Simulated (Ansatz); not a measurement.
Surface calculation: bcc Fe (110), 3 layers

The slab is cut from the bcc crystal, the stable phase, as relaxed on PAW files (11.35 Å³/atom), with 16 Å of vacuum and a dipole correction:

```yaml
crystal:
  lattice:
    - [2.45202, 0.00000, 0.00000]
    - [-0.81734, 2.31179, 0.00000]
    - [0.00000, 0.00000, 20.00410]
  atoms:
    - { symbol: Fe, position: [0.00000, 0.00000, 0.39992] }
    - { symbol: Fe, position: [0.50000, 0.50000, 0.50000] }
    - { symbol: Fe, position: [0.00000, 0.00000, 0.60008] }
```

Level of theory: DFT with PBE, scalar-relativistic, in Ansatz 0.2.0; a Γ-centred 17×17×1 k mesh, Fermi–Dirac smearing of 0.1 eV, spin-polarised from start moments Fe1 2.5, Fe2 2.5, Fe3 2.5 μB. LAPW: all electrons, basis error target 1 meV/atom; PAW: frozen-core files, cutoff 420 eV.

The bulk energy comes from a cell in the slab's orientation on a 17×17×10 mesh. The surface energy is (E(slab) − N·E(bulk))/2A at zero smearing, the mean of both faces; thin slabs carry quantum-size effects.

Other magnetic orders may lie lower. The cell is 1×1, so reconstructions are forbidden, and in slabs of four or five layers the relaxations can be far larger than at a real surface.

Task: As cut, the LAPW slab lies 1.787 eV above 3 atoms of bulk. What surface energy is that?

Result: Over two faces of 5.67 Å² it is 157.6 meV/Å², and times 16.02 J/m² per eV/Å² that gives γ = 2.525 J/m².

Task: What do relaxation and the other method give, and what work function comes out?

Result: 

```tsv
method	γ as cut (J/m²)	γ relaxed (J/m²)	Φ as cut (eV)	Φ relaxed (eV)
LAPW	2.525	2.522	4.83	4.83
PAW	2.518	2.514	4.83	4.83
```

Task: How do the spacings between the planes relax?

Result: From the bottom face up: d12 +0.8 % of 2.002 Å, d23 +0.8 % of 2.002 Å.

Task: How do the moments vary through the slab?

Result: Fe1 2.63, Fe2 2.45, Fe3 2.63 μB in the LAPW spheres; the bulk has Fe 2.21 μB.

Task: What changes if the images along the normal are cut off in place of the dipole correction?

Result: LAPW then gives: no gap, work function 4.83 eV; PAW: no gap, work function 4.83 eV.

Task: What changes if the vacuum is set to 11 Å?

Result: LAPW then gives: no gap, work function 4.83 eV; PAW: no gap, work function 4.83 eV. The program warns that the vacuum is too thin.
